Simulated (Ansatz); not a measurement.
SiRh:
```xyz
8
Lattice="5.5361 0.0000 0.0000 0.0000 3.0613 0.0000 0.0000 0.0000 6.3707" Properties=species:S:1:pos:R:3 pbc="T T T"
Si     1.0245     0.7653     2.8281
Si     4.5116     2.2960     3.5426
Si     1.7436     2.2960     6.0134
Si     3.7925     0.7653     0.3573
Rh     0.0173     0.7653     5.0843
Rh     5.5188     2.2960     1.2864
Rh     2.7507     2.2960     1.8989
Rh     2.7854     0.7653     4.4718
```

Relaxed with PBEsol. Special points in fractions of this cell's reciprocal vectors: Γ (0.000, 0.000, 0.000); X (0.500, 0.000, 0.000); S (0.500, 0.500, 0.000); Y (0.000, 0.500, 0.000); Z (0.000, 0.000, 0.500); U (0.500, 0.000, 0.500); R (0.500, 0.500, 0.500); T (0.000, 0.500, 0.500).

Q: List the band energies nearest the Fermi level at these points for PBEsol in the plane-wave PAW code Ansatz.

A: In eV from the Fermi level; about four levels below and three above (degenerate sets whole), none deeper than 8.9 eV; points with the same levels are listed once.

```tsv
k	below	above
Γ	-1.62 -1.30 -1.16 -0.69	0.10 2.04 2.11
X	-1.68 -1.68 -1.41 -1.41	1.89 1.89 3.89 3.89
S	-0.13 -0.13 -0.13 -0.13	2.12 2.12 2.12 2.12
Y	-1.02 -1.02 -0.08 -0.08	0.02 0.02 0.93 0.93
Z	-1.79 -1.79 -1.28 -1.28	0.93 0.93 3.85 3.85
U	-1.72 -1.72 -0.91 -0.91	1.70 1.70 3.80 3.80
R	-0.06 -0.06 -0.06 -0.06	3.33 3.33 3.33 3.33
T	-1.45 -1.45 -0.51 -0.51	0.19 0.19 1.32 1.32
```

Space group Pnma. The workflow started from a Materials Project entry (that database holds measured and hypothetical structures alike); the Crystallography Open Database copy checked does not list it. COD files the formula under space group No. 14. Whether it is the stable phase at ambient conditions was not checked. The cell was relaxed with PBEsol under the symmetry of its start; whether a distortion lowers the energy is not shown. The run is not spin-polarised. Scalar-relativistic: spin–orbit coupling is off unless named, which matters more the heavier the elements.

Potentials: the earlier of the program's two PAW sets. The files were generated under PBE; for other functionals the program regenerates the frozen cores, and for LDA and PBEsol the local potential too.
